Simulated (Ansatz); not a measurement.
ZrC (rock salt)

```
CELL_PARAMETERS angstrom
      0.00000     2.35572     2.35572
      2.35572     0.00000     2.35572
      2.35572     2.35572     0.00000
ATOMIC_POSITIONS crystal
  Zr 0.00000 0.00000 0.00000
  C  0.50000 0.50000 0.50000
```

The slice is a {110} plane (indices of the conventional cell) through the point (0.000, 0.000, 0.000) (fractional), spanned by u = [100] and v = [1 -1 -1] in vectors of this cell: u (3.33 Å) and v (4.71 Å, at 90° to u). It covers one period; positions are fractions (u, v).

The numbers are results of r2SCAN (plane waves to 500 eV, PAW, scalar-relativistic; Ansatz, a quantum-chemistry and plane-wave program), not measurements. k mesh 17×17×17. Inside the PAW spheres the values are not all-electron values, and peaks at nuclei hang on which shells count as valence. ZrC is run without spin polarisation. ZrC was relaxed with its symmetry unable to fall.

Three fields on this plane, each scaled to ten steps between its own extremes (0 low, 9 high; the total valence density on a logarithmic scale, the potential cut 8 eV below its top; x marks points blanked near nuclei; v = 0 in the bottom row):

Map A
```
|xxxxxx842222248xxxxx|
|xxxxxx742111247xxxxx|
|xxxxxx521111125xxxxx|
|xxxxx63110001136xxxx|
|xxxx6421000001246xxx|
|99864310000000134689|
|77654311000001134567|
|88765321000001235678|
|xxxx6532100012356xxx|
|xxxxx64321012346xxxx|
|xxxxxx642111246xxxxx|
|xxxxxx643212346xxxxx|
|xxxxxx753222357xxxxx|
|xxxxxxx5322235xxxxxx|
|xxxxxx753222357xxxxx|
|xxxxxx643212346xxxxx|
|xxxxxx642111246xxxxx|
|xxxxx64321012346xxxx|
|xxxx6532100012356xxx|
|88765321000001235678|
|77654311000001134567|
|99864310000000134689|
|xxxx6421000001246xxx|
|xxxxx63110001136xxxx|
|xxxxxx521111125xxxxx|
|xxxxxx742111247xxxxx|
|xxxxxx842222248xxxxx|
|xxxxxxx5322235xxxxxx|
```

Map B
```
|xxxxxx004777400xxxxx|
|xxxxxx015787510xxxxx|
|xxxxxx026888620xxxxx|
|xxxxx00478987400xxxx|
|xxxx0036899986300xxx|
|00001467999997641000|
|01235688999998865321|
|34567899999999987654|
|xxxx8999999999998xxx|
|xxxxx99999999999xxxx|
|xxxxxx999888999xxxxx|
|xxxxxx898888898xxxxx|
|xxxxxx788878887xxxxx|
|xxxxxxx8877788xxxxxx|
|xxxxxx788878887xxxxx|
|xxxxxx898888898xxxxx|
|xxxxxx999888999xxxxx|
|xxxxx99999999999xxxx|
|xxxx8999999999998xxx|
|34567899999999987654|
|01235688999998865321|
|00001467999997641000|
|xxxx0036899986300xxx|
|xxxxx00478987400xxxx|
|xxxxxx026888620xxxxx|
|xxxxxx015787510xxxxx|
|xxxxxx004777400xxxxx|
|xxxxxxx0477740xxxxxx|
```

Map C
```
|xxxxxx300111003xxxxx|
|xxxxxx100111001xxxxx|
|xxxxxx000111000xxxxx|
|xxxxx10001110001xxxx|
|xxxx1000011100001xxx|
|33210000111110000123|
|22221111112111111222|
|66665543221223455666|
|xxxx9865321235689xxx|
|xxxxx98632123689xxxx|
|xxxxxx974212479xxxxx|
|xxxxxx974212479xxxxx|
|xxxxxx974212479xxxxx|
|xxxxxxx7421247xxxxxx|
|xxxxxx974212479xxxxx|
|xxxxxx974212479xxxxx|
|xxxxxx974212479xxxxx|
|xxxxx98632123689xxxx|
|xxxx9865321235689xxx|
|66665543221223455666|
|22221111112111111222|
|33210000111110000123|
|xxxx1000011100001xxx|
|xxxxx10001110001xxxx|
|xxxxxx000111000xxxxx|
|xxxxxx100111001xxxxx|
|xxxxxx300111003xxxxx|
|xxxxxxx0011100xxxxxx|
```

**Question.** Assign the maps to these fields: electron localisation function (ELF); valence electron density; electrostatic potential energy of an electron, from the cell's mean.

**Answer.** A is the valence electron density; B is the electrostatic potential energy of an electron, from the cell's mean; C is the electron localisation function (ELF).
